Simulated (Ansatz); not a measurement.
SiSn (CsCl type, space group No. 221) under volume change, PBE in the plane-wave PAW code Ansatz, scaled uniformly.

| V (Å³/atom) | E − E(relaxed) (meV/atom) | P (GPa) |
|---|---|---|
| 19.445 | ? | ? |
| 20.087 | 16.5 | 4.40 |
| 20.728 | 3.9 | 1.98 |
| 21.369 | 0.0 | -0.01 |
| 22.010 | 3.5 | -1.69 |
| 22.651 | ? | ? |
| 23.292 | 28.4 | -4.43 |

Problem. Complete the blanks.

Solution. 
- 19.445, E − E(relaxed) (meV/atom): 39.8
- 19.445, P (GPa): 7.35
- 22.651, E − E(relaxed) (meV/atom): 13.2
- 22.651, P (GPa): -3.14

Problem. What does a third-order Birch–Murnaghan fit give for V₀, B₀ and B′?

Solution. V₀ = 21.36 Å³/atom, B₀ = 62.2 GPa, B′ = 4.8.

Space group Pm-3m (CsCl type). The cell is a constructed one: a structure type filled with these elements; neither database checked (COD, Materials Project) lists it. Its standing as an ambient phase is unchecked. Symmetry was held in the PBE relaxation; whether a distortion lowers the energy is not shown. Spin–orbit coupling is left out wherever it is not named.

Potentials: the later of the program's two PAW sets.
